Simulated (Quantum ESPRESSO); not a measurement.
# AlZnMgS3Cl: one run as intended and one with a planted mistake

A calculation, not a measurement. The program is pw.x of Quantum ESPRESSO 7.5 (plane-wave density functional theory). The cell is made up: 7 atoms on a zincblende/diamond lattice with one site empty, with randomly drawn elements, strain and displacements, not relaxed. PseudoDojo standard norm-conserving files (v0.5 for PBE, v0.4.1 for LDA and PBEsol) set the functional; there is no spin polarisation, spin-orbit coupling or dispersion term, and the masses in the input are unused placeholders.

Intended input:

```
&control calculation='scf', pseudo_dir='./dojo.nc.sr.pbe.v0_5.standard.upf', outdir='./o', disk_io='medium', tprnfor=.true., tstress=.true. /
&system ibrav=0, nat=7, ntyp=5, nbnd=35, ecutwfc=84.00895049, nosym=.true., tot_charge=0,
 occupations='smearing', smearing='fd', degauss=0.0018374661
/
&electrons conv_thr=7.350e-09, electron_maxstep=60, /
ATOMIC_SPECIES
Al 1.0 Al.upf
Cl 1.0 Cl.upf
Mg 1.0 Mg.upf
S 1.0 S.upf
Zn 1.0 Zn.upf
CELL_PARAMETERS angstrom
5.4806 0.0 0.0
0.0 5.4806 0.0
0.0 0.0 5.4806
ATOMIC_POSITIONS angstrom
Al -0.0026 -0.082 0.0022
Zn -0.1008 2.7817 2.7481
Mg 2.7566 2.776 -0.0327
S 1.4115 1.4428 1.3686
S 1.3453 4.0966 4.0303
Cl 4.1539 1.3988 4.1338
S 4.0563 4.1251 1.3289
K_POINTS automatic
4 4 4 1 1 1
```

The log is shortened where brackets say so; the opening notice, blank lines, dates and the lines on written files are dropped, and the path of the files is cut. It prints rydbergs, bohrs and kilobars, and counts compression as positive stress. Where no state is partly filled, the Fermi energy that it prints is only some level between the filled and the empty states on the mesh, and need not lie in the true gap.

Log of the intended run:

```
     Program PWSCF v.7.5
     Parallel version (MPI & OpenMP), running on       1 processor cores
     Number of MPI processes:                 1
     Threads/MPI process:                     1
     [start-up lines left out]
     bravais-lattice index     =            0
     lattice parameter (alat)  =      10.3568  a.u.
     unit-cell volume          =    1110.9152 (a.u.)^3
     number of atoms/cell      =            7
     number of atomic types    =            5
     number of electrons       =        58.00
     number of Kohn-Sham states=           35
     kinetic-energy cutoff     =      84.0090  Ry
     charge density cutoff     =     336.0358  Ry
     scf convergence threshold =      7.3E-09
     mixing beta               =       0.7000
     number of iterations used =            8  plain     mixing
     Exchange-correlation= PBE
                           (   1   4   3   4   0   0   0)
     [axes and pseudopotential details left out]
   Cartesian axes
     site n.     atom                  positions (alat units)
         1        Al     tau(   1) = (  -0.0004744  -0.0149619   0.0004014  )
         2        Zn     tau(   2) = (  -0.0183921   0.5075539   0.5014232  )
         3        Mg     tau(   3) = (   0.5029741   0.5065139  -0.0059665  )
         4        S      tau(   4) = (   0.2575448   0.2632558   0.2497172  )
         5        S      tau(   5) = (   0.2454658   0.7474729   0.7353757  )
         6        Cl     tau(   6) = (   0.7579280   0.2552275   0.7542605  )
         7        S      tau(   7) = (   0.7401197   0.7526731   0.2424735  )
     number of k points=    32  Fermi-Dirac smearing, width (Ry)=  0.0018
                       cart. coord. in units 2pi/alat
        k(    1) = (   0.1250000   0.1250000   0.1250000), wk =   0.0625000
        k(    2) = (   0.1250000   0.1250000   0.3750000), wk =   0.0625000
     [further k points left out]
     Dense  grid:   115505 G-vectors     FFT dimensions: (  64,  64,  64)
     Estimated max dynamical RAM per process >     151.91 MB
     Initial potential from superposition of free atoms
     starting charge      57.9965, renormalised to      58.0000
     Starting wfcs are   35 randomized atomic wfcs
     total cpu time spent up to now is       15.6 secs
     per-process dynamical memory:   105.2 Mb
     Self-consistent Calculation
     iteration #  1     ecut=    84.01 Ry     beta= 0.70
     Davidson diagonalization with overlap
     ethr =  1.00E-02,  avg # of iterations =  4.3
     Threshold (ethr) on eigenvalues was too large:
     Diagonalizing with lowered threshold
     Davidson diagonalization with overlap
     ethr =  8.62E-04,  avg # of iterations =  1.0
     total cpu time spent up to now is       77.5 secs
     total energy              =    -640.65124935 Ry
     estimated scf accuracy    <       0.48605877 Ry
     iteration #  2     ecut=    84.01 Ry     beta= 0.70
     Davidson diagonalization with overlap
     ethr =  8.38E-04,  avg # of iterations =  4.4
     total cpu time spent up to now is      112.1 secs
     total energy              =    -640.76954651 Ry
     estimated scf accuracy    <       0.28333720 Ry
     [iterations 3 to 8 left out]
     iteration #  9     ecut=    84.01 Ry     beta= 0.70
     Davidson diagonalization with overlap
     ethr =  1.22E-10,  avg # of iterations =  4.0
     total cpu time spent up to now is      342.3 secs
     total energy              =    -640.83426573 Ry
     estimated scf accuracy    <       0.00000002 Ry
     iteration # 10     ecut=    84.01 Ry     beta= 0.70
     Davidson diagonalization with overlap
     ethr =  3.98E-11,  avg # of iterations =  2.0
     total cpu time spent up to now is      369.1 secs
     End of self-consistent calculation
     [lines on levels left out]
     the Fermi energy is     5.2581 ev
!    total energy              =    -640.83426574 Ry
     estimated scf accuracy    <          1.5E-09 Ry
     smearing contrib. (-TS)   =      -0.00000000 Ry
     internal energy E=F+TS    =    -640.83426574 Ry
     The total energy is F=E-TS. E is the sum of the following terms:
     one-electron contribution =    -573.64819535 Ry
     hartree contribution      =     295.41266227 Ry
     xc contribution           =     -90.80051597 Ry
     ewald contribution        =    -271.79821669 Ry
     convergence has been achieved in  10 iterations
     Forces acting on atoms (cartesian axes, Ry/au):
     atom    1 type  1   force =     0.05436808   -0.01215319    0.03505565
     atom    2 type  5   force =     0.04703505    0.02196115   -0.04394006
     atom    3 type  3   force =    -0.03313197    0.00636185    0.00299069
     atom    4 type  4   force =    -0.06189327   -0.05165105   -0.00832723
     atom    5 type  4   force =    -0.03762560    0.03888585    0.00865929
     atom    6 type  2   force =     0.00138858   -0.04496458    0.00027633
     atom    7 type  4   force =     0.02985914    0.04155997    0.00528533
     Total force =     0.156033     Total SCF correction =     0.000095
     Computing stress (Cartesian axis) and pressure
          total   stress  (Ry/bohr**3)                   (kbar)     P=      -10.65
  -0.00005627  -0.00000843  -0.00001340           -8.28       -1.24       -1.97
  -0.00000843  -0.00009132  -0.00012277           -1.24      -13.43      -18.06
  -0.00001340  -0.00012277  -0.00006952           -1.97      -18.06      -10.23
     init_run     :     11.46s CPU     15.52s WALL (       1 calls)
     electrons    :    329.89s CPU    353.53s WALL (       1 calls)
     forces       :      4.28s CPU      4.32s WALL (       1 calls)
     stress       :     14.74s CPU     14.84s WALL (       1 calls)
     [timing details left out]
     PWSCF        :   6m 0.60s CPU   6m29.18s WALL
     JOB DONE.
```

A second run has one planted mistake: the k-point mesh is too coarse. The input lines that differ, file-writing options aside:

```
- 4 4 4 1 1 1
+ 2 2 2 1 1 1
```

Its log:

```
     Program PWSCF v.7.5
     Parallel version (MPI & OpenMP), running on       1 processor cores
     Number of MPI processes:                 1
     Threads/MPI process:                     1
     [start-up lines left out]
     bravais-lattice index     =            0
     lattice parameter (alat)  =      10.3568  a.u.
     unit-cell volume          =    1110.9152 (a.u.)^3
     number of atoms/cell      =            7
     number of atomic types    =            5
     number of electrons       =        58.00
     number of Kohn-Sham states=           35
     kinetic-energy cutoff     =      84.0090  Ry
     charge density cutoff     =     336.0358  Ry
     scf convergence threshold =      7.3E-09
     mixing beta               =       0.7000
     number of iterations used =            8  plain     mixing
     Exchange-correlation= PBE
                           (   1   4   3   4   0   0   0)
     [axes and pseudopotential details left out]
   Cartesian axes
     site n.     atom                  positions (alat units)
         1        Al     tau(   1) = (  -0.0004744  -0.0149619   0.0004014  )
         2        Zn     tau(   2) = (  -0.0183921   0.5075539   0.5014232  )
         3        Mg     tau(   3) = (   0.5029741   0.5065139  -0.0059665  )
         4        S      tau(   4) = (   0.2575448   0.2632558   0.2497172  )
         5        S      tau(   5) = (   0.2454658   0.7474729   0.7353757  )
         6        Cl     tau(   6) = (   0.7579280   0.2552275   0.7542605  )
         7        S      tau(   7) = (   0.7401197   0.7526731   0.2424735  )
     number of k points=     4  Fermi-Dirac smearing, width (Ry)=  0.0018
                       cart. coord. in units 2pi/alat
        k(    1) = (   0.2500000   0.2500000   0.2500000), wk =   0.5000000
        k(    2) = (   0.2500000   0.2500000  -0.2500000), wk =   0.5000000
     [further k points left out]
     Dense  grid:   115505 G-vectors     FFT dimensions: (  64,  64,  64)
     Estimated max dynamical RAM per process >     151.91 MB
     Initial potential from superposition of free atoms
     starting charge      57.9965, renormalised to      58.0000
     Starting wfcs are   35 randomized atomic wfcs
     total cpu time spent up to now is        4.4 secs
     per-process dynamical memory:   103.6 Mb
     Self-consistent Calculation
     iteration #  1     ecut=    84.01 Ry     beta= 0.70
     Davidson diagonalization with overlap
     ethr =  1.00E-02,  avg # of iterations =  4.2
     Threshold (ethr) on eigenvalues was too large:
     Diagonalizing with lowered threshold
     Davidson diagonalization with overlap
     ethr =  8.73E-04,  avg # of iterations =  1.0
     total cpu time spent up to now is       10.7 secs
     total energy              =    -640.64425498 Ry
     estimated scf accuracy    <       0.49203567 Ry
     iteration #  2     ecut=    84.01 Ry     beta= 0.70
     Davidson diagonalization with overlap
     ethr =  8.48E-04,  avg # of iterations =  4.5
     total cpu time spent up to now is       14.1 secs
     total energy              =    -640.76447411 Ry
     estimated scf accuracy    <       0.28084746 Ry
     [iterations 3 to 8 left out]
     iteration #  9     ecut=    84.01 Ry     beta= 0.70
     Davidson diagonalization with overlap
     ethr =  1.21E-10,  avg # of iterations =  4.0
     total cpu time spent up to now is       41.6 secs
     total energy              =    -640.82873917 Ry
     estimated scf accuracy    <       0.00000002 Ry
     iteration # 10     ecut=    84.01 Ry     beta= 0.70
     Davidson diagonalization with overlap
     ethr =  4.05E-11,  avg # of iterations =  2.0
     total cpu time spent up to now is       45.4 secs
     End of self-consistent calculation
     [lines on levels left out]
     the Fermi energy is     5.1922 ev
!    total energy              =    -640.82873918 Ry
     estimated scf accuracy    <          1.7E-09 Ry
     smearing contrib. (-TS)   =       0.00000000 Ry
     internal energy E=F+TS    =    -640.82873918 Ry
     The total energy is F=E-TS. E is the sum of the following terms:
     one-electron contribution =    -573.66528452 Ry
     hartree contribution      =     295.44614974 Ry
     xc contribution           =     -90.81138771 Ry
     ewald contribution        =    -271.79821669 Ry
     convergence has been achieved in  10 iterations
     Forces acting on atoms (cartesian axes, Ry/au):
     atom    1 type  1   force =     0.05437994   -0.01244287    0.03530009
     atom    2 type  5   force =     0.04706881    0.02216458   -0.04408736
     atom    3 type  3   force =    -0.03324408    0.00651914    0.00329134
     atom    4 type  4   force =    -0.06238512   -0.05171176   -0.00935909
     atom    5 type  4   force =    -0.03841478    0.03881583    0.00986315
     atom    6 type  2   force =     0.00162911   -0.04478361    0.00090498
     atom    7 type  4   force =     0.03096612    0.04143868    0.00408689
     Total force =     0.156851     Total SCF correction =     0.000107
     Computing stress (Cartesian axis) and pressure
          total   stress  (Ry/bohr**3)                   (kbar)     P=       -9.00
  -0.00004540  -0.00001017  -0.00001334           -6.68       -1.50       -1.96
  -0.00001017  -0.00007987  -0.00012418           -1.50      -11.75      -18.27
  -0.00001334  -0.00012418  -0.00005835           -1.96      -18.27       -8.58
     init_run     :      3.92s CPU      4.20s WALL (       1 calls)
     electrons    :     38.05s CPU     41.02s WALL (       1 calls)
     forces       :      0.80s CPU      0.81s WALL (       1 calls)
     stress       :      3.66s CPU      3.76s WALL (       1 calls)
     [timing details left out]
     PWSCF        :     46.68s CPU     50.16s WALL
     JOB DONE.
```

|  | intended run | run with the mistake |
| --- | --- | --- |
| free energy (eV) | -8718.994 | -8718.919 |
| smearing term -TS (eV) | 0.0000 | 0.0000 |
| pressure (GPa) | -1.06 | -0.90 |
| largest force component (eV/Å) | 1.591 | 1.604 |
| largest change of a force component (eV/Å) |  | 0.031 |
| iterations | 10 | 10 |

For scale, a rerun of the intended cell at 1437 eV and a 6 x 6 x 6 mesh moved values by no more than 0.002 eV in energy, 0.02 GPa in stress and 0.002 eV/Å in force.